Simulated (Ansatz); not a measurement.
A relaxed 1×1 slab of 6 planes, cut along (100) from a fcc crystal of one element, has a cell area of 6.20 Å² and a bulk spacing of 1.760 Å between its first planes. All-electron LAPW in Ansatz 0.2.0 (PBE, scalar-relativistic, ferromagnetic start) gives γ = 2.25 J/m², Φ = 4.90 eV and a change of the outer spacing of -3.7 %, with 0.76 μB on the outer atom. The fcc structure needn't be the element's own.

Question: Which element is it?

Answer: Ni. Neighbours weren't tried against these numbers.
